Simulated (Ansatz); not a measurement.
## Data sheet: SiBi$_{2}$O$_{5}$ (DFT)

SiBi₂O₅:
```
SiBi2O5
1.0
    7.58539    -2.74035     0.00000
    7.58539     2.74035     0.00000
    0.00000     0.00000     5.32729
Si Bi O
2 4 10
Direct
  0.67884   0.32116   0.80047
  0.32116   0.67884   0.30047
  0.61369   0.05558   0.24478
  0.38631   0.94442   0.74478
  0.94442   0.38631   0.24478
  0.05558   0.61369   0.74478
  0.25960   0.24136   0.01511
  0.74040   0.75864   0.51511
  0.75864   0.74040   0.01511
  0.24136   0.25960   0.51511
  0.73423   0.08197   0.82455
  0.26577   0.91803   0.32455
  0.91803   0.26577   0.82455
  0.08197   0.73423   0.32455
  0.46956   0.53044   0.02861
  0.53044   0.46956   0.52861
```

Space group Cmc2_1 (No. 36); conventional cell a = 15.1708 Å, b = 5.4807 Å, c = 5.3273 Å, α = β = γ = 90.00°.

Method: DFT-PBEsol in the program Ansatz with PAW potentials. The cell and atoms are relaxed at this level. Other levels are named where they apply.

Cell and energy:

- Volume per atom = 13.84 Å³
- Density = 7.89 g/cm³
- Formation energy from the elements (no fitted shifts) = -1.86 eV/atom

Electronic structure:

Band gap: 2.70 eV (smallest direct gap 2.73 eV)
Valence-band maximum: at Γ
Conduction-band minimum: at Y (k = 0.500, 0.500, 0.000 in fractions of the reciprocal vectors)
Electron effective mass: 0.41, 0.41, 1.7 mₑ (principal values)
Hole effective mass: 0.54 along x, 7.5 along z (mₑ)
HSE06 gap on the PBEsol cell: 4.00 eV
Gap with spin–orbit coupling: 2.37 eV

Mechanics:

* **Bulk modulus (Birch–Murnaghan fit)**: 74.6 GPa
* **Pressure derivative B′**: 9.1
* **Elastic constants (relaxed ions, GPa)**: C11 = 127, C22 = 151, C33 = 147, C12 = 65.2, C13 = 26.2, C23 = 30.7, C44 = 51.3, C55 = 41.6, C66 = 62.3
* **Mechanical stability**: stable (all eigenvalues of C positive)
* **Hill bulk and shear moduli**: 73.8 and 49.9 GPa
* **Young's modulus**: 122 GPa
* **Poisson's ratio**: 0.22
* **Debye temperature from the elastic constants**: 345 K
* **Piezoelectric stress constants (proper, relaxed ions, C/m²)**: e15 = 0.26, e24 = -1.28, e31 = -2.13, e32 = -2.42, e33 = -3.70

Phonons:

- Highest zone-centre frequency (without LO–TO term) = 1004 cm^-1
- Zone-centre stability = no imaginary mode at Γ

The first step of the workflow began from a Materials Project structure, measured or hypothetical; the Crystallography Open Database copy checked does not list it. Whether it is the stable phase at ambient conditions was not checked. The cell was relaxed with PBEsol under the symmetry of its start. Signs of piezoelectric constants follow the polarity of the cell as given. The references are the lowest solids computed at this level, not always the standard phases (solids in place of the gases). Scalar-relativistic: spin–orbit coupling is off unless named, which matters more the heavier the elements.

Potentials: the later of the program's two PAW sets.
